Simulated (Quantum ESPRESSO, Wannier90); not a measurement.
Wannierisation of ZnSnP₂ (P-4m2)

```
begin unit_cell_cart
ang
    4.0039000000    0.0000000000    0.0000000000
    0.0000000000    4.0039000000    0.0000000000
    0.0000000000    0.0000000000    5.6231800000
end unit_cell_cart
begin atoms_frac
Zn   0.0000000000  0.0000000000  0.0000000000
Sn   0.5000000000  0.5000000000  0.5000000000
P    0.0000000000  0.5000000000  0.2270600000
P    0.5000000000  0.0000000000 -0.2270600000
end atoms_frac
```

Materials Project entry mp-1215429; symmetrised, unrelaxed at this level. Not found in the COD (Crystallography Open Database) copy used; not checked further. Level: PBEsol, no spin polarisation, no spin-orbit coupling; pw.x of Quantum ESPRESSO at 68 Ry with PseudoDojo potentials, 8×8×6 k-points, Wannier90. Density: 8×8×6 mesh, Gaussian smearing 0.01 Ry. Spin-orbit coupling is left out although heavy elements are present.

A tight-binding model is made by disentanglement and projection with no localisation steps (num_iter = 0), so the 21 orbitals stay atom-like: hydrogen-like Zn: s;p;d; Sn: s;p; P: s;p, axes along x, y, z; frozen window up to 1.98 eV relative to the valence-band maximum. It follows pw.x to 2.4 meV rms for states up to 1.5 eV relative to the valence-band maximum. Matrix elements depend on this choice of orbitals and windows.

Task: What are the on-site energies relative to the valence-band maximum, and how fast do the hoppings decay?

Result: 
```
atom  orbitals  energy (eV)
----  --------  -----------
Zn1          s         0.19
Zn1         pz         4.34
Zn1      px py         4.23
Zn1        dz2        -6.60
Zn1    dxz dyz        -6.71
Zn1     dx2-y2        -6.79
Zn1        dxy        -6.64
Sn2          s        -4.60
Sn2         pz         2.00
Sn2      px py         2.09
P3           s        -7.35
P3          pz         0.26
P3          px         0.06
P3          py         0.57
P4           s        -7.35
P4          pz         0.25
P4          px         0.57
P4          py         0.06
```

```
distance of the centres (Å)  largest modulus (eV)
---------------------------  --------------------
2–3                                           2.0
3–4                                          0.59
4–5                                          0.60
5–6                                         0.093
6–7                                          0.17
7–8                                         0.031
8–9                                         0.050
9–10                                        0.011
10–11                                       0.019
11–12                                      0.0072
12–13                                       0.010
```
